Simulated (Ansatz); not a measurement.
YB3C3:
```
CELL_PARAMETERS angstrom
      4.80125     0.00000     0.00000
      0.00000     4.80125     0.00000
      0.00000     0.00000     4.80125
ATOMIC_POSITIONS crystal
  Y  0.00000 0.00000 0.00000
  Y  0.50000 0.50000 0.50000
  B  0.25000 0.50000 0.00000
  B  0.75000 0.50000 0.00000
  B  0.00000 0.25000 0.50000
  B  0.00000 0.75000 0.50000
  B  0.50000 0.00000 0.25000
  B  0.50000 0.00000 0.75000
  C  0.25000 0.00000 0.50000
  C  0.75000 0.00000 0.50000
  C  0.50000 0.25000 0.00000
  C  0.50000 0.75000 0.00000
  C  0.00000 0.50000 0.25000
  C  0.00000 0.50000 0.75000
```

Plane-wave PAW r²SCAN (Ansatz code) gives a gap of 0.36 eV without spin–orbit coupling, maximum at Γ, minimum at M.

Problem. What happens when spin–orbit coupling is switched on?

Solution. The gap falls by 0.01 eV, to 0.35 eV; maximum at Γ, minimum at M.

Problem. How large is the spin–orbit splitting of the valence top at Γ?

Solution. The fourfold level lies 0.01 eV above the split-off pair.

Problem. Give the electron effective mass with spin–orbit coupling.

Solution. 0.22, 0.41, 0.41 mₑ (principal values).

Problem. Give the hole effective mass with spin–orbit coupling, band 1 of 2 at the edge.

Solution. 1.2 along [100], 0.74 along [110], 0.56 along [111] (mₑ).

Problem. Give the hole effective mass with spin–orbit coupling, band 2 of 2 at the edge.

Solution. 0.33 along [100], 0.37 along [110], 0.44 along [111] (mₑ).

Space group Pm-3n. The start of the workflow was typed in or built on a structure type; neither database checked (COD, Materials Project) lists it. Its standing as an ambient phase is unchecked. Symmetry was held in the r²SCAN relaxation; whether a distortion lowers the energy is not shown. The run is not spin-polarised.

Potentials: the earlier of the program's two PAW sets.
